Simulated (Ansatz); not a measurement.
A structure of TaTlO₃ relaxed with r2SCAN (plane waves to 500 eV, PAW, scalar-relativistic; Ansatz, a quantum-chemistry and plane-wave program); single points at other levels follow on the same geometry (Ansatz, PAW; HSE06 at 420 eV on a 6×6×6 k-mesh; no spin-orbit coupling). Space group Pm-3m (No. 221).

```
CELL_PARAMETERS angstrom
      4.04432     0.00000     0.00000
      0.00000     4.04432     0.00000
      0.00000     0.00000     4.04432
ATOMIC_POSITIONS crystal
  Tl 0.50000 0.50000 0.50000
  Ta 0.00000 0.00000 0.00000
  O  0.00000 0.50000 0.00000
  O  0.00000 0.00000 0.50000
  O  0.50000 0.00000 0.00000
```

```tsv
level	gap (eV)	kind	conduction minimum
r2SCAN	0.93	direct	X
HSE06	(withheld)	–	(withheld)
```

Problem. Complete the blanks.

Solution. 
- HSE06, gap (eV): 1.47
- HSE06, conduction minimum: X

HSE06 gaps come from a coarse mesh plus a few chosen points, so they may be too large. No spin polarisation in the result.

The run could not lose the symmetry of its start.

The first start was generated by placing the elements on the sites of a structure type. Materials Project lists a structure of TaTlO3 in the same space group, Pm-3m (No. 221); the sites were not compared with it, nor with measured phases.
